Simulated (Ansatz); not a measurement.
Computed with Ansatz 0.2.0, DFT PBE, scalar-relativistic, plane waves, PAW. Cutoff 420 eV, Γ-centred 4×4×4 mesh (10-atom cell), Gaussian smearing of 0.02 eV, no spin polarisation.

Energies over the elements count from the elements' standard structures at the same level (Cl₂ as a molecule), with no fitted energy shifts.

Task: Propose a candidate for a triclinic wide-gap insulator with formula K₂NaBCl₆, with a gap near 4.8 eV, a formation energy near −1.55 eV/atom and about 28 Å³ per atom, in a cell of 10 atoms.

Result: K₂NaBCl₆, space group P1 (No. 1). K on its first site is surrounded by 8 Cl at 3.25–3.61 Å; around Na lie 4 Cl at 2.79–2.82 Å and 2 Cl at 3.05–3.08 Å; B has 4 Cl at 1.85–1.87 Å; Cl on its first site has 1 B at 1.85 Å, 3 Cl at 3.03–3.04 Å, 2 Cl at 3.39–3.48 Å and 2 K at 3.48–3.54 Å; 6 more sites not described.

```
K Na B Cl
1.0
     5.59451    0.00000    0.00000
     0.08887    5.59450    0.00000
     0.84596    0.82319    8.95701
K Na B Cl
2 1 1 6
Cartesian
  3.4983 3.2575 2.5868
  3.2106 3.0035 6.4206
  0.6480 5.8937 4.4761
  1.3611 5.9607 8.9495
  2.3466 5.4148 0.0256
  3.4333 5.8695 4.6186
  1.0092 4.1425 8.9173
  0.6418 3.1101 4.3325
  5.2565 0.2854 1.5318
  6.1587 1.1569 7.4048
```

The volume per atom is 28.03 Å³, the density is 1.92 g/cm³ and the formation energy is −1.549 eV/atom. The gap on the 4×4×4 mesh of the 10-atom cell is 4.85 eV.

It was reached by relaxing an invented guess, and it needn't be the stable form of this composition. Other answers may fit too; this one was computed.

Kohn–Sham gaps at this level usually fall short of measured ones.
